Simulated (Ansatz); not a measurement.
Level of theory: Ansatz 0.2.0, DFT PBE, scalar-relativistic, plane waves, PAW, and for the lanthanide a 4f-in-core norm-conserving potential. Settings: cutoff 690 eV, Γ-centred meshes spaced at most about 0.3 Å⁻¹, and about 0.25 Å⁻¹ or finer for metals (2π included), Gaussian smearing. No spin polarisation in the final relaxations.

All energies are static (0 K, no zero-point motion). All come from trial cells, and lower structures may exist.

Question: These unrelaxed guesses for Tm2I3 are each relaxed within their symmetry. Order them by the energy at which they end, lowest first.
A.

```cif
data_structure
_symmetry_space_group_name_H-M 'P4/mmm'
_symmetry_Int_Tables_number 123
_cell_length_a 4.7453
_cell_length_b 4.7453
_cell_length_c 8.7887
_cell_angle_alpha 90.000
_cell_angle_beta 90.000
_cell_angle_gamma 90.000
_cell_volume 197.91
loop_
_atom_site_label
_atom_site_type_symbol
_atom_site_symmetry_multiplicity
_atom_site_Wyckoff_symbol
_atom_site_fract_x
_atom_site_fract_y
_atom_site_fract_z
_atom_site_occupancy
Tm1 Tm 1 a 0.00000 0.00000 0.00000 1
Tm2 Tm 1 c 0.50000 0.50000 0.00000 1
I1 I 2 h 0.50000 0.50000 0.76816 1
I2 I 1 d 0.50000 0.50000 0.50000 1
```

B.

```cif
data_structure
_symmetry_space_group_name_H-M 'Pm-3m'
_symmetry_Int_Tables_number 221
_cell_length_a 5.6969
_cell_length_b 5.6969
_cell_length_c 5.6969
_cell_angle_alpha 90.000
_cell_angle_beta 90.000
_cell_angle_gamma 90.000
_cell_volume 184.89
loop_
_atom_site_label
_atom_site_type_symbol
_atom_site_symmetry_multiplicity
_atom_site_Wyckoff_symbol
_atom_site_fract_x
_atom_site_fract_y
_atom_site_fract_z
_atom_site_occupancy
Tm1 Tm 1 b 0.50000 0.50000 0.50000 1
Tm2 Tm 1 a 0.00000 0.00000 0.00000 1
I1 I 3 d 0.50000 0.00000 0.00000 1
```

C.

```cif
data_structure
_symmetry_space_group_name_H-M 'P6/mmm'
_symmetry_Int_Tables_number 191
_cell_length_a 7.3237
_cell_length_b 7.3237
_cell_length_c 4.7692
_cell_angle_alpha 90.000
_cell_angle_beta 90.000
_cell_angle_gamma 120.000
_cell_volume 221.54
loop_
_atom_site_label
_atom_site_type_symbol
_atom_site_symmetry_multiplicity
_atom_site_Wyckoff_symbol
_atom_site_fract_x
_atom_site_fract_y
_atom_site_fract_z
_atom_site_occupancy
Tm1 Tm 2 c 0.33333 0.66667 0.00000 1
I1 I 3 f 0.50000 0.00000 0.00000 1
```

Answer: C (ends in P6/mmm, 0 meV/atom), B (ends in Pm-3m, 83 meV/atom), A (ends in P4/mmm, 0.47 eV/atom).

Weakly bound directions are ill-defined at this level, which has no dispersion term (P4/mmm), and this can change margins and order among such cells. These runs have no spin–orbit coupling, which can matter for I. In P6/mmm, Pm-3m, P4/mmm an odd number of valence electrons (the lanthanide is held trivalent, its 4f shell in the core) allows no gap without spin; another valence of the lanthanide, a larger cell or a magnetic state could open one. A magnetic state wasn't ruled out in cells without spin, among them P6/mmm, Pm-3m, P4/mmm. Cells relaxed within their symmetry can be saddle points. Some types were kept out of the candidates beforehand, so the set may lack a known form.

The lanthanide is trivalent by construction, without f bands, f moments or other valences.
